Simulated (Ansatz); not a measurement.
ScOF:
```
ScOF
1.0
    3.59216     0.00000     0.00000
    0.00000     3.59216     0.00000
    0.00000     0.00000     5.11374
Sc O F
2 2 2
Direct
  0.50000   0.00000   0.70731
  0.00000   0.50000   0.29269
  0.00000   0.00000   0.50000
  0.50000   0.50000   0.50000
  0.50000   0.50000   0.00000
  0.00000   0.00000   0.00000
```

Tensor components refer to the Cartesian frame of this cell.

Question: Give the high-frequency dielectric tensor and the Born effective charge tensors of the independent atoms from DFPT, r²SCAN (plane waves, PAW; program Ansatz).

Answer: 
ε∞:
```
3.91  0.00  0.00
0.00  3.91  0.00
0.00  0.00  3.17
```
Z* of atom 1 (Sc), rows: field, columns: displacement, in e:
```
4.02  0.00  0.00
0.00  4.02  0.00
0.00  0.00  3.18
```
Z* of atom 3 (O), rows: field, columns: displacement, in e:
```
-2.76   0.00   0.00
 0.00  -2.76   0.00
 0.00   0.00  -1.55
```
Z* of atom 5 (F), rows: field, columns: displacement, in e:
```
-1.26   0.00   0.00
 0.00  -1.26   0.00
 0.00   0.00  -1.63
```

Static charges for comparison (Bader): Sc1 +2.15, O3 -1.32, F5 -0.84 e. Born charges measure polarisation by displacement and can exceed these by far.

Space group P4/nmm. The first step of the workflow began from a Materials Project structure, measured or hypothetical; the Crystallography Open Database copy checked does not list it. Its standing as an ambient phase is unchecked. The r²SCAN relaxation kept the symmetry of its start; whether a distortion lowers the energy is not shown. No spin polarisation was allowed.

Potentials: the later of the program's two PAW sets.
